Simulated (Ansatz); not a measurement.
According to DFT-PBE in the program Ansatz with PAW potentials, CoNiN2 in the trigonal phase (R-3m; Co on 3b, Ni on 3a, N on 6c) relaxes to a = 2.738 Å, c = 17.229 Å. Co has 6 nearest neighbours from 1.91 Å (octahedral); Ni has 2 nearest neighbours from 1.79 Å (linear). Against the elements it lies at 0.48 eV/atom, with no fitted shifts.

Electronic character: metallic (no gap). The magnetic state found is ferromagnetic. The net moment is 0.06 μB per atom.

The start of the workflow was typed in or built on a structure type; neither database checked (COD, Materials Project) lists it. Its standing as an ambient phase is unchecked. The cell was relaxed with PBE under the symmetry of its start; its stability against distortions is not shown here. Magnetic state: ferromagnetic, the only order run, not a proven ground state. Its formation energy is positive at this level, so the cell may be metastable or incomplete. No Hubbard U is applied. The references are the lowest solids computed at this level, not always the standard phases (solids in place of the gases).

Potentials: the earlier of the program's two PAW sets.
